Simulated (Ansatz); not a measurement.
PbS (rock salt)

```yaml
crystal:
  lattice:
    - [0.00000, 2.98725, 2.98725]
    - [2.98725, 0.00000, 2.98725]
    - [2.98725, 2.98725, 0.00000]
  atoms:
    - { symbol: S, position: [0.00000, 0.00000, 0.00000] }
    - { symbol: Pb, position: [0.50000, 0.50000, 0.50000] }
```

E(V) scan at fixed shape, V₀ the volume above. Symmetry pins the atoms to their sites.

These are r2SCAN (plane waves to 500 eV, PAW, scalar-relativistic; Ansatz, a quantum-chemistry and plane-wave program) values and carry that method's errors. k mesh 10×10×10 (Γ-centred), Fermi-Dirac smearing 0.05 eV. Energies are smeared free energies. Stress and pressure are positive under compression. PbS was relaxed with its symmetry unable to fall. Spin-orbit coupling is left out, though Pb is heavy. ΔE is measured from the relaxed starting cell.

```csv
V (Å³/atom),ΔE (meV/atom)
23.991,57.9
24.436,38.9
24.880,24.1
25.324,withheld
25.769,5.7
26.213,1.4
26.657,0.0
27.102,1.3
27.546,5.0
27.990,11.0
28.434,19.1
28.878,29.0
29.323,40.6
```

Problem. Fit a third-order Birch-Murnaghan form (E₀, V₀, B₀, B₀′ free) to the given rows and predict ΔE at V = 25.324.

Solution. Least squares on the 12 given rows: ΔE = E₀ + (9V₀B₀/16)·y²·[2 + (B₀′ − 4)y], y = (V₀/V)^(2/3) − 1, with V₀ = 26.657 Å³/atom, B₀ = 57.78 GPa (160.2 GPa = 1 eV/Å³; the term in eV is multiplied by 1000), B₀′ = 4.29, E₀ = 0.00 meV/atom; root-mean-square residual 0.03 meV/atom. At 25.324 the fit gives 13.2 meV/atom; the calculation gives 13.2 meV/atom, the same to the digits shown. For the pressure the fit gives 3.31 GPa against the computed 3.31 GPa.

(A scan under strain: stresses follow from slopes of the energy per volume, elastic moduli from its curvatures.)
